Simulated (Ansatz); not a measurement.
Values for one crystal, relaxed and computed with LDA (plane waves, PAW; program Ansatz); other levels are named.

Volume per atom: 18.95 Å³
Electronic character: metallic (no gap)
Zone-centre stability: no imaginary mode at Γ
Density of states at the Fermi level: 0.51 states/eV per atom (mean over ±0.08 eV)
Highest zone-centre frequency: 290 cm^-1
Pressure derivative B′: 3.4
Bulk modulus (Birch–Murnaghan fit): 15.0 GPa

Q: Pick the material that matches.
A) Mg, hcp (Mg type)
B) Be, hcp (Mg type)
C) Li, 9R (Sm type)
D) K, 9R (Sm type)

A: C, Li, 9R (Sm type)

Space group R-3m (9R (Sm type)). The workflow started from a Materials Project entry (that database holds measured and hypothetical structures alike); the Crystallography Open Database files this formula in space group No. 166, but the cells were not matched. It is not the phase usual at ambient conditions (space group No. 229). The LDA relaxation kept the symmetry of its start. As this level gives no gap, phonon frequencies hold no LO–TO term and depend on the k-mesh and smearing (Fermi–Dirac, 0.1 eV here).

Potentials: the earlier of the program's two PAW sets. The files were generated under PBE; for other functionals the program regenerates the frozen cores, and for LDA and PBEsol the local potential too.
